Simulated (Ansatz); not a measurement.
Here is the system:

SiC:
Space group P6₄22 (No. 181); a = b = 3.066 Å, c = 7.031 Å, α = β = 90.00°, γ = 120.00°

| atom | site | symmetry | x | y | z |
|---|---|---|---|---|---|
| Si | 3c | 222 | 0.5000 | 0.0000 | 0.0000 |
| C | 3d | 222 | 0.5000 | 0.0000 | 0.5000 |

This is the PBEsol-relaxed structure.

Task: All from plane-wave PAW PBEsol (Ansatz code), unless another level is named. Predict the electronic dielectric constant ε∞ (DFPT).

Result: 11.3 (xx = yy), 11.4 (zz).

Task: Predict the Born charges (a third of the trace).

Result: Si +3.24, C -3.24 e.

Task: Predict the static dielectric constant ε0 (ions relaxed, cell fixed).

Result: 23.5 (xx = yy), 17.4 (zz).

Space group P6_422. The start of the workflow was typed in or built on a structure type; neither database checked (COD, Materials Project) lists it. It is not the phase usual at ambient conditions (space group No. 186, 216). Symmetry was held in the PBEsol relaxation; phonons on a q-mesh show no instability. Its formation energy is positive at this level, so the cell may be metastable or incomplete.

Potentials: the later of the program's two PAW sets.
